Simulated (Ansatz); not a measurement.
# Cu: strain energy, fitted

Cu, P6_3/mmc, a = 2.531 Å, c = 4.130 Å. This isn't the element's structure at ambient conditions. Ansatz: r2SCAN, PAW, 500 eV, Γ-centred 24×24×12 mesh on 2 atoms, Gaussian smearing 0.10 eV; no spin polarisation. Series: strain along c alone, the other axes held, atoms fixed by symmetry; x is the strain in per cent. y is the free energy over the unstrained cell, V0 = 11.451 Å³/atom.

```tsv
x (%)	y (meV/atom)
-6.0	46.44
-4.0	20.20
-2.0	5.20
0.0	0.00
2.0	3.28
4.0	?
6.0	30.12
```

Fit y = c2 x² + c3 x³ to the other rows, turn c2 into a modulus, and predict the missing energy.

Least squares on the rows shown. y = 1.0674 x² − 0.038348 x³. In eV per unit strain² c2 is 10.67; this is C33 with relaxed ions (E = ½ C33 V0 ε²): 2 × 10.67 × 160.2 / (11.451) = 299 GPa. The unstrained cell keeps some stress along the strain, worth a slope of -0.37 meV/atom per %, which the form leaves out. With a term in x⁴ added, the coefficient of x² becomes 1.126, 6 % more, which shows how far this figure hangs on the form. At x = 4.0 the fit asked for gives 14.62 meV/atom. The run gave 13.75 meV/atom, so the fit is 0.87 meV/atom too high, within twice the rms miss on the fitted rows (0.52 meV/atom).